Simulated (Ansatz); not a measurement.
Calculation for SnSe (rocksalt type): DFT, LDA, PAW with other files of Ansatz's library (level accurate), scalar-relativistic (Ansatz 0.2.0). This run: volume at 0.55 of the series' base cell, level accurate.

The cell comes from a relaxation on PAW files under the same functional, begun from a prototype that needn't be the stable phase.

Command: `ansatz run input.yaml --threads 1 --pin off --max-ram 2048MiB --backend cpu --events-out ev --progress --plain --runs-dir out` It took 4.8 s on 1 thread of Intel(R) Xeon(R) 6975P-C (Granite Rapids), with other jobs on the host, peak memory 0.45 GiB.

```yaml
crystal:
  lattice:
    - [0.0, 2.4157992045, 2.4157992045]
    - [2.4157992045, 0.0, 2.4157992045]
    - [2.4157992045, 2.4157992045, 0.0]
  atoms:
    - { symbol: Sn, position: [0.0, 0.0, 0.0] }
    - { symbol: Se, position: [0.5, 0.5, 0.5] }
kpoints:
  mp_grid: { grid: [14, 14, 14] }
scf:
  occupations: { method: fermi_dirac, width: 0.05 }
hamiltonian:
  xc: lda
  pseudopotentials: { kind: paw, level: accurate }
output:
  forces: true
  stress: true
  eigenvalues: true
```

Output:

```
Engine: ansatz 0.2.0
Pseudopotentials: kind: paw, level: accurate
Pseudopotential: Sn, paw, valence charge 22, recommended cutoff 770 eV (high), Sn.paw.azcp
Pseudopotential: Se, paw, valence charge 16, recommended cutoff 580 eV (normal), Se.paw.azcp#accurate
Functional definition: SPW92
  exchange = slater_x
  correlation = pw_c
Crystal: 2 atoms, lattice volume = 28.198 Å³
Basis set: ecut = 770 eV, 1363 PW (Γ)
Bands: 23, of which v1, the nominal top of the filled ones, is band 19 counted from 1 (18 counted from 0)
Symmetry: 48 space group operations
Space group: Fm-3m (ITA 225), of the structure as read, at distance tolerance 3.0e-5 Å
k-points: 104 of 2744
Non-local potential: Sn, projectors of the file, l = 0: 3, l = 1: 3, l = 2: 3, l = 3: 2
Non-local potential: Se, projectors of the file, l = 0: 3, l = 1: 3, l = 2: 3, l = 3: 2, l = 4: 1
PAW form: soft (Blöchl's): semilocal exchange-correlation on the pseudo side does not see the compensation charge
PAW frozen core: Sn, regenerated for the run's functional, and the local potential with it (the file was generated under x = pbe(κ = 0.804, μ = 0.2195149727645171), c = pbe(β = 0.06672455060314922))
PAW frozen core: Se, regenerated for the run's functional, and the local potential with it (the file was generated under x = pbe(κ = 0.804, μ = 0.2195149727645171), c = pbe(β = 0.06672455060314922))
PAW one-centre angular grid: Sn, 590 points (default); XC on 64 Gauss nodes
PAW one-centre angular grid: Se, 590 points (default); XC on 64 Gauss nodes
Initial density: superposition of atomic densities (chi_scale 0.1, normalization cell, long waves kept (reshape's long-wave potential 0.00 eV rms))
Initial wavefunctions: pseudopotential atomic-orbital guess
Functional: x = slater, c = lda
SCF iter   1: F=—  HF=-14959.571368 eV  |F-HF|=—  |Δ(HF+E_count)|=         —  Δρ=5.42e-2  dr2=6.94e-1  ethr=3.10e-3  ⟨swp⟩=5.8  Hψ=10909  notcnv=0
preconditioner: auto → Kerker (q_TF=auto, 2.867 Å⁻¹)  [metal: Δε(μ)=0.034 eV  Ē_g=21.278 eV  σ=0.050 eV  W_gap=0.17  n_scr=14 (ndim 8)  ℏωp=31.3 eV  f_vac=0.000  D(μ)=0.50/eV (n_scr^D=0)]
SCF iter   2: F=—  HF=-14959.349652 eV  |F-HF|=—  |Δ(HF+E_count)|=   2.22e-1  Δρ=2.95e-2  dr2=2.26e-1  ethr=1.83e-3  ⟨swp⟩=2.0  Hψ=3615  notcnv=0
SCF iter   3: F=—  HF=-14959.248756 eV  |F-HF|=—  |Δ(HF+E_count)|=   1.01e-1  Δρ=7.53e-3  dr2=1.66e-2  ethr=5.96e-4  ⟨swp⟩=2.8  Hψ=3392  notcnv=0
SCF iter   4: F=—  HF=-14959.242427 eV  |F-HF|=—  |Δ(HF+E_count)|=   6.33e-3  Δρ=1.69e-3  dr2=7.85e-4  ethr=4.36e-5  ⟨swp⟩=3.0  Hψ=4366  notcnv=0
SCF iter   5: F=—  HF=-14959.242208 eV  |F-HF|=—  |Δ(HF+E_count)|=   2.19e-4  Δρ=4.54e-4  dr2=4.38e-5  ethr=2.07e-6  ⟨swp⟩=2.6  Hψ=3851  notcnv=0
SCF iter   6: F=—  HF=-14959.242185 eV  |F-HF|=—  |Δ(HF+E_count)|=   2.39e-5  Δρ=8.27e-5  dr2=9.00e-7  ethr=1.15e-7  ⟨swp⟩=2.8  Hψ=5017  notcnv=0
SCF iter   7: F=-14959.242185 eV  HF=-14959.242185 eV  |F-HF|=7.84e-9  |Δ(HF+E_count)|=   2.96e-8  Δρ=1.38e-5  dr2=3.33e-8  ethr=2.63e-10  ⟨swp⟩=7.0  Hψ=11612  notcnv=0
SCF 1 converged in 7 iterations: F = -14959.242185 eV  dr2 = 3.33e-8
  greatest PAW one-centre occupation: 1.001 electrons in one spin orbital (limit 2), on the Sn atom at site 0 (counted from 0), in its partial waves of l = 0
SCF converged after 7 iterations
Free energy (F): -14959.242185 eV
Harris-Foulkes:  -14959.242185 eV  (|F-HF|=7.84e-9)
Internal energy: -14959.237644 eV  (E = F + TS)
E sigma→0 (E₀):  -14959.239914 eV
Entropy (-TS):   -0.004541 eV (-2.271 meV/atom)
Fermi energy:    24.338495 eV
--- Per-component energies (eV) ---
  E_band       = -685.523529
  E_kinetic    = 1025.629490
  E_local      = -6753.070809  (includes V_loc(G=0)·N_el)
  E_nonlocal   = 808.497759
  E_hartree    = 2636.668459
  E_xc         = -486.848939
  E_vxc        = -412.040587  (∫ρ·V_xc dr)
  E_paw        = -5994.184067  (= ΣΔE_a, less E_core_relax)
  E_vpaw       = -627.886393  (= ΣTr[D̂ρ^β], less what the cores' own moments, if any, meet on the grid)
  E_core_relax = -0.000391  (the energy of the cores' relaxation)
  E_aug_tail   = -0.000041  (compensation charges beyond the density's cutoff)
  E_ewald      = -6198.993220
  E_core_change = 3.064115  (= ΣΔE_core)
  E_smearing   = -0.004541  (= −TS)
  E_closure    = -0.000000  (closes the sum)
  Σ components = -14959.242185   (vs F -14959.242185, Δ=0.00e0)
--- Forces (eV/Å), atoms counted from 1 ---
  atom   1  Sn    -0.00000000     0.00000000     0.00000000
  atom   2  Se     0.00000000    -0.00000000    -0.00000000
  max |Σ_I F_I| component: 1.19e-28 eV/Å
--- Stress (GPa, compression-positive) ---
      127.956852      -0.000000      -0.000000
       -0.000000     127.956852      -0.000000
       -0.000000      -0.000000     127.956852
  P = ⅓ Tr σ = 127.9569 GPa (1279.569 kbar)
--- Band table (eV; the first three rows and the last of 104) ---
  k-point 0: bands = ["-106.2398", "-62.1905", "-62.1905", "-62.1905", "-26.2414", "-26.2414", "-26.2229", "-26.2229", "-26.2229", "0.9995", "0.9995", "1.0565", "1.0565", "1.0565", "3.2049", "19.3702", "19.3702", "19.3702", "22.5620", "28.7697", "28.7697", "28.7697", "29.9635"]
  k-point 1: bands = ["-106.2398", "-62.1907", "-62.1906", "-62.1906", "-26.2413", "-26.2413", "-26.2229", "-26.2228", "-26.2228", "0.9935", "0.9935", "1.0555", "1.0622", "1.0622", "3.2962", "18.5415", "19.3924", "19.3924", "23.2315", "27.9886", "28.7539", "28.7539", "30.1607"]
  k-point 2: bands = ["-106.2397", "-62.1911", "-62.1906", "-62.1906", "-26.2410", "-26.2410", "-26.2227", "-26.2225", "-26.2225", "0.9740", "0.9740", "1.0519", "1.0812", "1.0812", "3.5686", "16.9655", "19.4612", "19.4612", "24.1296", "27.4046", "28.0932", "28.0932", "29.9252"]
  k-point 103: bands = ["-106.2396", "-62.1928", "-62.1924", "-62.1919", "-26.2413", "-26.2388", "-26.2220", "-26.2206", "-26.2183", "0.4967", "0.9729", "1.0602", "1.1326", "1.2746", "8.3897", "13.4737", "13.5416", "14.2762", "23.3021", "26.7694", "27.3802", "29.3673", "35.1706"]
```

Spin–orbit coupling is left out, which matters for the heavy atoms. The PAW files were made under PBE.
